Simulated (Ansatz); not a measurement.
The elements of this relaxed trial crystal are hidden behind letters.

```
lattice vectors (Å)
   5.9412    0.0000    0.0000
   0.0000    5.9412    0.0000
   0.0000    0.0000    5.9412
fractional positions
X 0.5000 0.5000 0.0000
X 0.5000 0.0000 0.5000
X 0.0000 0.5000 0.5000
Z 0.0000 0.0000 0.0000
Q 0.5000 0.5000 0.5000
```

Level of theory: Ansatz, DFT PBE, scalar-relativistic, plane waves, PAW. Settings of the last relaxation (5-atom cell): 420 eV, 6×6×6 k points, Gaussian smearing of 0.01 eV, no spin polarisation.

| Property | Result |
| --- | --- |
| Space group | Pm-3m (No. 221) |
| Conventional cell | a = 5.941 Å |
| Volume per atom | 41.94 Å³ |
| Density | 3.74 g/cm³ |
| Formation energy | −0.721 eV/atom |
| Gap on the 6×6×6 mesh of the 5-atom cell | 0.05 eV |

Energies are uncorrected and count from the elements' standard states at the same level.

Q: X is an s-block element of period 6, Z is a p-block element of period 3 and Q is a p-block element of period 3. Which elements are they?

A: X = Ba, Z = Si, Q = S, so the formula is Ba3SiS, here in the antiperovskite type. Density times volume gives a mean mass of 3.74 × 41.94/1.6605 = 94.5 u per atom, and this set has 94.4 u. Ba has 2 S at 2.97 Å, 4 Si at 4.20 Å and 8 Ba at 4.20 Å; around Si lie 12 Ba at 4.20 Å; S is surrounded by 6 Ba at 2.97 Å. Swapping Si and S leaves the mass as it is, so only the distances can place them.

Symmetry constrained the relaxation, so the result can be a saddle point.
